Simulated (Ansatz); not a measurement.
The relaxed structure here is a generated cell of Nb: the first start was made by placing the elements on the sites of a structure type, and the end was not matched to a known phase here, so it may be hypothetical. Known forms of Nb include space group No. 229.

A relaxed cell of Nb (P6₃/mmc (No. 194)), relaxed on a k-mesh at least as fine as the one used below. Computed with r2SCAN (plane waves to 500 eV, PAW, scalar-relativistic; Ansatz, a program for electronic structure). Γ-centred k-mesh 13×7×6 on the run's cell (coarser than for final values), Fermi–Dirac smearing 0.05 eV.

```
Nb
1.0
    2.85856     0.00000     0.00000
   -2.85856     4.95118     0.00000
    0.00000     0.00000     5.24578
Nb
4
Direct
  0.33333   0.33333   0.75000
  0.33333   0.83333   0.75000
  0.66667   0.16667   0.25000
  0.66667   0.66667   0.25000
```

Every atom was then displaced, and the forces became (eV/Å):

| atom | Fx | Fy | Fz |
|---|---|---|---|
| Nb1 | 0.45 | 1.15 | -1.39 |
| Nb2 | -0.11 | -0.82 | -0.85 |
| Nb3 | -0.32 | 0.54 | 1.49 |
| Nb4 | -0.02 | -0.87 | 0.75 |

Which atom was moved farthest relative to the others, and in which direction?

Nb4, by (-0.21, 0.04, -0.02) Å (0.21 Å, mean shift removed); the next is Nb2 with 0.13 Å. Its force makes an angle of 102° with its move.

All displacements (Å):

```csv
atom,ux,uy,uz
Nb1,0.124,0.000,0.078
Nb2,0.139,0.134,0.030
Nb3,0.086,-0.015,-0.097
Nb4,-0.158,0.095,-0.027
```

Estimate the energy cost of the displacement in the harmonic approximation and compare with the calculation.

For a harmonic well ΔE = −½ Σ F·u = 0.242 eV a cell, or 61 meV/atom. The calculated energy relative to the undisplaced cell is +0.07 eV/atom, so the harmonic estimate holds well.

The undisplaced cell is probably no minimum: from this displacement the run went on to R-3m (No. 166) at a tolerance of 0.01 Å, Im-3m (No. 229) at 0.1 Å, 0.31 eV/atom below it.

No spin polarisation in the result.
